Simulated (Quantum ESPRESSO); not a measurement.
## Mg3S2FCl (one run as intended and one with a planted mistake)

Computed values, not a measurement. The program is pw.x of Quantum ESPRESSO 7.5 (plane-wave density functional theory). The cell is made up: 7 atoms on a rocksalt lattice with one site empty, with randomly drawn elements, strain and displacements, not relaxed. PseudoDojo standard norm-conserving files (v0.5 for PBE, v0.4.1 for LDA and PBEsol) set the functional; there is no spin polarisation, spin-orbit coupling or dispersion term, and the masses in the input are unused placeholders.

Intended input:

```
&control calculation='scf', pseudo_dir='./dojo.nc.sr.pbe.v0_5.standard.upf', outdir='./o', disk_io='low', tprnfor=.true., tstress=.true. /
&system ibrav=0, nat=7, ntyp=4, nbnd=34, ecutwfc=84.00895049, nosym=.true., tot_charge=0,
 occupations='smearing', smearing='fd', degauss=0.0018374661
/
&electrons conv_thr=7.350e-09, electron_maxstep=60, /
ATOMIC_SPECIES
Cl 1.0 Cl.upf
F 1.0 F.upf
Mg 1.0 Mg.upf
S 1.0 S.upf
CELL_PARAMETERS angstrom
4.9384 -0.0207 0.0387
-0.0207 4.9893 0.0401
0.0387 0.0401 5.0078
ATOMIC_POSITIONS angstrom
Mg 0.0245 -0.0488 -0.0124
Mg -0.004 2.5186 2.5582
Mg 2.477 0.021 2.5513
S 2.5051 0.0007 0.0528
F 2.4609 2.504 2.5224
S 4.9377 -0.0198 2.5383
Cl 4.933 2.4353 0.0597
K_POINTS automatic
4 4 4 1 1 1
```

The log is shortened where brackets say so; the opening notice, blank lines, dates and the lines on written files are dropped, and the path of the files is cut. It prints rydbergs, bohrs and kilobars, and counts compression as positive stress. Where no state is partly filled, the Fermi energy that it prints is only some level between the filled and the empty states on the mesh, and need not lie in the true gap.

Log of the intended run:

```
     Program PWSCF v.7.5
     Parallel version (MPI & OpenMP), running on       4 processor cores
     Number of MPI processes:                 4
     Threads/MPI process:                     1
     [start-up lines left out]
     bravais-lattice index     =            0
     lattice parameter (alat)  =       9.3326  a.u.
     unit-cell volume          =     832.5444 (a.u.)^3
     number of atoms/cell      =            7
     number of atomic types    =            4
     number of electrons       =        56.00
     number of Kohn-Sham states=           34
     kinetic-energy cutoff     =      84.0090  Ry
     charge density cutoff     =     336.0358  Ry
     scf convergence threshold =      7.3E-09
     mixing beta               =       0.7000
     number of iterations used =            8  plain     mixing
     Exchange-correlation= PBE
                           (   1   4   3   4   0   0   0)
     [axes and pseudopotential details left out]
   Cartesian axes
     site n.     atom                  positions (alat units)
         1        Mg     tau(   1) = (   0.0049609  -0.0098814  -0.0025108  )
         2        Mg     tau(   2) = (  -0.0008099   0.5099831   0.5180016  )
         3        Mg     tau(   3) = (   0.5015597   0.0042522   0.5166044  )
         4        S      tau(   4) = (   0.5072495   0.0001417   0.0106913  )
         5        F      tau(   5) = (   0.4982996   0.5070268   0.5107526  )
         6        S      tau(   6) = (   0.9998188  -0.0040092   0.5139721  )
         7        Cl     tau(   7) = (   0.9988671   0.4931160   0.0120885  )
     number of k points=    32  Fermi-Dirac smearing, width (Ry)=  0.0018
                       cart. coord. in units 2pi/alat
        k(    1) = (   0.1245709   0.1232714   0.1213228), wk =   0.0625000
        k(    2) = (   0.1226302   0.1212816   0.3678989), wk =   0.0625000
     [further k points left out]
     Dense  grid:    86647 G-vectors     FFT dimensions: (  60,  60,  60)
     Estimated max dynamical RAM per process >     152.98 MB
     Estimated total dynamical RAM >     548.44 MB
     Initial potential from superposition of free atoms
     starting charge      55.9975, renormalised to      56.0000
     Starting wfcs are   31 randomized atomic wfcs +    3 random wfcs
     total cpu time spent up to now is        1.9 secs
     per-process dynamical memory:   108.9 Mb
     Self-consistent Calculation
     iteration #  1     ecut=    84.01 Ry     beta= 0.70
     Davidson diagonalization with overlap
     ethr =  1.00E-02,  avg # of iterations =  5.8
     Threshold (ethr) on eigenvalues was too large:
     Diagonalizing with lowered threshold
     Davidson diagonalization with overlap
     ethr =  9.44E-04,  avg # of iterations =  1.1
     total cpu time spent up to now is        6.4 secs
     total energy              =    -483.00309542 Ry
     estimated scf accuracy    <       0.51606643 Ry
     iteration #  2     ecut=    84.01 Ry     beta= 0.70
     Davidson diagonalization with overlap
     ethr =  9.22E-04,  avg # of iterations =  2.8
     total cpu time spent up to now is        8.9 secs
     total energy              =    -483.10104018 Ry
     estimated scf accuracy    <       0.33092615 Ry
     [iterations 3 to 7 left out]
     iteration #  8     ecut=    84.01 Ry     beta= 0.70
     Davidson diagonalization with overlap
     ethr =  1.63E-09,  avg # of iterations =  2.3
     total cpu time spent up to now is       23.1 secs
     total energy              =    -483.18628452 Ry
     estimated scf accuracy    <       0.00000029 Ry
     iteration #  9     ecut=    84.01 Ry     beta= 0.70
     Davidson diagonalization with overlap
     ethr =  5.11E-10,  avg # of iterations =  2.0
     total cpu time spent up to now is       25.3 secs
     End of self-consistent calculation
     [lines on levels left out]
     the Fermi energy is     6.5337 ev
!    total energy              =    -483.18628459 Ry
     estimated scf accuracy    <          5.6E-09 Ry
     smearing contrib. (-TS)   =      -0.00000000 Ry
     internal energy E=F+TS    =    -483.18628459 Ry
     The total energy is F=E-TS. E is the sum of the following terms:
     one-electron contribution =    -306.74814058 Ry
     hartree contribution      =     160.34877510 Ry
     xc contribution           =     -80.61076506 Ry
     ewald contribution        =    -256.17615405 Ry
     convergence has been achieved in   9 iterations
     Forces acting on atoms (cartesian axes, Ry/au):
     atom    1 type  3   force =     0.00305188    0.00146538    0.00382987
     atom    2 type  3   force =    -0.00008199   -0.00538844   -0.00616968
     atom    3 type  3   force =    -0.00119622    0.00113548   -0.00062696
     atom    4 type  4   force =    -0.00855083   -0.00219446   -0.00591470
     atom    5 type  2   force =    -0.00074814   -0.00163228    0.00520112
     atom    6 type  4   force =     0.00609833    0.00396916    0.00098195
     atom    7 type  1   force =     0.00142697    0.00264515    0.00269840
     Total force =     0.017600     Total SCF correction =     0.000086
     Computing stress (Cartesian axis) and pressure
          total   stress  (Ry/bohr**3)                   (kbar)     P=       24.19
  -0.00000137   0.00002163  -0.00004430           -0.20        3.18       -6.52
   0.00002163   0.00019730  -0.00003681            3.18       29.02       -5.41
  -0.00004430  -0.00003681   0.00029746           -6.52       -5.41       43.76
     init_run     :      1.74s CPU      1.81s WALL (       1 calls)
     electrons    :     23.28s CPU     23.46s WALL (       1 calls)
     forces       :      0.43s CPU      0.45s WALL (       1 calls)
     stress       :      1.37s CPU      1.38s WALL (       1 calls)
     [timing details left out]
     PWSCF        :     26.87s CPU     27.19s WALL
     JOB DONE.
```

A second run has one planted mistake: the k-point mesh is too coarse. The input lines that differ, file-writing options aside:

```
- 4 4 4 1 1 1
+ 1 1 1 1 1 1
```

Its log:

```
     Program PWSCF v.7.5
     Parallel version (MPI & OpenMP), running on       4 processor cores
     Number of MPI processes:                 4
     Threads/MPI process:                     1
     [start-up lines left out]
     bravais-lattice index     =            0
     lattice parameter (alat)  =       9.3326  a.u.
     unit-cell volume          =     832.5444 (a.u.)^3
     number of atoms/cell      =            7
     number of atomic types    =            4
     number of electrons       =        56.00
     number of Kohn-Sham states=           34
     kinetic-energy cutoff     =      84.0090  Ry
     charge density cutoff     =     336.0358  Ry
     scf convergence threshold =      7.3E-09
     mixing beta               =       0.7000
     number of iterations used =            8  plain     mixing
     Exchange-correlation= PBE
                           (   1   4   3   4   0   0   0)
     [axes and pseudopotential details left out]
   Cartesian axes
     site n.     atom                  positions (alat units)
         1        Mg     tau(   1) = (   0.0049609  -0.0098814  -0.0025108  )
         2        Mg     tau(   2) = (  -0.0008099   0.5099831   0.5180016  )
         3        Mg     tau(   3) = (   0.5015597   0.0042522   0.5166044  )
         4        S      tau(   4) = (   0.5072495   0.0001417   0.0106913  )
         5        F      tau(   5) = (   0.4982996   0.5070268   0.5107526  )
         6        S      tau(   6) = (   0.9998188  -0.0040092   0.5139721  )
         7        Cl     tau(   7) = (   0.9988671   0.4931160   0.0120885  )
     number of k points=     1  Fermi-Dirac smearing, width (Ry)=  0.0018
                       cart. coord. in units 2pi/alat
        k(    1) = (  -0.4982836  -0.4930856  -0.4852912), wk =   2.0000000
     Dense  grid:    86647 G-vectors     FFT dimensions: (  60,  60,  60)
     Estimated max dynamical RAM per process >     108.05 MB
     Estimated total dynamical RAM >     368.73 MB
     Initial potential from superposition of free atoms
     starting charge      55.9975, renormalised to      56.0000
     Starting wfcs are   31 randomized atomic wfcs +    3 random wfcs
     total cpu time spent up to now is        1.2 secs
     per-process dynamical memory:    74.3 Mb
     Self-consistent Calculation
     iteration #  1     ecut=    84.01 Ry     beta= 0.70
     Davidson diagonalization with overlap
     ethr =  1.00E-02,  avg # of iterations =  5.0
     total cpu time spent up to now is        1.6 secs
     total energy              =    -482.78565212 Ry
     estimated scf accuracy    <       0.67977680 Ry
     iteration #  2     ecut=    84.01 Ry     beta= 0.70
     Davidson diagonalization with overlap
     ethr =  1.21E-03,  avg # of iterations =  6.0
     total cpu time spent up to now is        1.9 secs
     total energy              =    -482.94016988 Ry
     estimated scf accuracy    <       0.29028485 Ry
     [iterations 3 to 7 left out]
     iteration #  8     ecut=    84.01 Ry     beta= 0.70
     Davidson diagonalization with overlap
     ethr =  1.90E-09,  avg # of iterations =  2.0
     total cpu time spent up to now is        4.0 secs
     total energy              =    -483.01644915 Ry
     estimated scf accuracy    <       0.00000025 Ry
     iteration #  9     ecut=    84.01 Ry     beta= 0.70
     Davidson diagonalization with overlap
     ethr =  4.42E-10,  avg # of iterations =  3.0
     total cpu time spent up to now is        4.3 secs
     End of self-consistent calculation
     [lines on levels left out]
     the Fermi energy is     7.6386 ev
!    total energy              =    -483.01644921 Ry
     estimated scf accuracy    <          6.7E-09 Ry
     smearing contrib. (-TS)   =       0.00000000 Ry
     internal energy E=F+TS    =    -483.01644921 Ry
     The total energy is F=E-TS. E is the sum of the following terms:
     one-electron contribution =    -306.55346143 Ry
     hartree contribution      =     160.49489461 Ry
     xc contribution           =     -80.78172834 Ry
     ewald contribution        =    -256.17615405 Ry
     convergence has been achieved in   9 iterations
     Forces acting on atoms (cartesian axes, Ry/au):
     atom    1 type  3   force =     0.00051688    0.00262217    0.00460990
     atom    2 type  3   force =     0.00013886   -0.00452358   -0.00555410
     atom    3 type  3   force =     0.00099151    0.00055497   -0.00289453
     atom    4 type  4   force =    -0.01058877    0.00028301   -0.00523356
     atom    5 type  2   force =    -0.00215917   -0.00169392    0.00595151
     atom    6 type  4   force =     0.00749443   -0.00291365    0.00572058
     atom    7 type  1   force =     0.00360626    0.00567100   -0.00259980
     Total force =     0.020524     Total SCF correction =     0.000091
     Computing stress (Cartesian axis) and pressure
          total   stress  (Ry/bohr**3)                   (kbar)     P=       69.96
   0.00029335   0.00003229  -0.00006375           43.15        4.75       -9.38
   0.00003229   0.00048015  -0.00005521            4.75       70.63       -8.12
  -0.00006375  -0.00005521   0.00065332           -9.38       -8.12       96.11
     init_run     :      1.13s CPU      1.16s WALL (       1 calls)
     electrons    :      3.11s CPU      3.15s WALL (       1 calls)
     forces       :      0.14s CPU      0.15s WALL (       1 calls)
     stress       :      0.28s CPU      0.28s WALL (       1 calls)
     [timing details left out]
     PWSCF        :      4.71s CPU      4.80s WALL
     JOB DONE.
```

|  | intended run | run with the mistake |
| --- | --- | --- |
| free energy (eV) | -6574.084 | -6571.774 |
| smearing term -TS (eV) | 0.0000 | 0.0000 |
| pressure (GPa) | 2.42 | 7.00 |
| largest force component (eV/Å) | 0.220 | 0.272 |
| largest change of a force component (eV/Å) |  | 0.177 |
| iterations | 9 | 9 |

For scale, a rerun of the intended cell at 1437 eV and a 6 x 6 x 6 mesh moved values by no more than 0.003 eV in energy, 0.02 GPa in stress and 0.002 eV/Å in force.